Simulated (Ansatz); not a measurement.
Level of theory: DFT PBE, scalar-relativistic, plane waves, PAW (Ansatz). All cells share a 420 eV cutoff and Γ-centred k meshes spaced at most about 0.3 Å⁻¹ (about 0.25 or finer for metals, 2π included). No spin polarisation in the final relaxations.

Temperature and zero-point effects are left out.

Two forms of B2Ru3 were relaxed alike.

1.

```
CELL_PARAMETERS angstrom
4.66985 0.00000 0.00000
0.00000 4.66985 0.00000
0.00000 0.00000 3.05434
ATOMIC_POSITIONS crystal
B 0.50000 0.50000 0.24889
B 0.50000 0.50000 0.75111
Ru 0.00000 0.00000 0.00000
Ru 0.00000 0.50000 0.00000
Ru 0.50000 0.00000 0.00000
```

2.

```
CELL_PARAMETERS angstrom
5.10032 0.00000 0.00000
0.00000 5.10032 0.00000
0.00000 0.00000 5.10032
ATOMIC_POSITIONS crystal
B 0.25000 0.25000 0.25000
B 0.25000 0.75000 0.75000
B 0.75000 0.75000 0.25000
B 0.75000 0.25000 0.75000
Ru 0.00000 0.50000 0.50000
Ru 0.00000 0.50000 0.00000
Ru 0.50000 0.00000 0.50000
Ru 0.00000 0.00000 0.50000
Ru 0.50000 0.00000 0.00000
Ru 0.50000 0.50000 0.00000
```

Question: Which would you expect to be lower, and how large is the difference?

Answer: Cell 2 is lower, by 0.51 eV/atom. Cell 1 has space group P4/mmm (No. 123), 13.3 Å³/atom and no gap on its mesh; cell 2 has space group Pn-3m (No. 224), 13.3 Å³/atom and no gap. Counting B atoms around Ru (those within 1.25 times the shortest such distance or 1.15 times the sum of covalent radii; a plus sign parts nearer from farther groups; the shortest distance is added where it exceeds 1.18 times the sum of covalent radii; a slash parts the counts of unlike sites), cell 1 has Ru 4/8+8 from 3.4 Å and cell 2 has Ru 4. Cell 1 holds B–B chains (shortest 1.52 Å); in cell 2 the shortest B–B distance is 3.61 Å. Even the lower one lies +0.48 eV/atom against the reference forms of the elements (uncorrected), so neither is stable at this level. In cell 1, B is surrounded by 2 B at 1.52–1.53 Å and 4 Ru at 2.46 Å; Ru on a site of symmetry 4/mmm has 4 Ru at 2.33 Å; around Ru on a site of symmetry mmm lie 2 Ru at 2.33 Å and 4 B at 2.46 Å. In cell 2, around B lie 6 Ru at 2.21 Å; Ru is surrounded by 4 B at 2.21 Å and 4 Ru at 2.55 Å. Both come from invented guesses. A third cell relaxed alike, in P-3m1, lies 0.48 eV/atom below the lower of the two.

Cells relaxed within their symmetry can be saddle points.
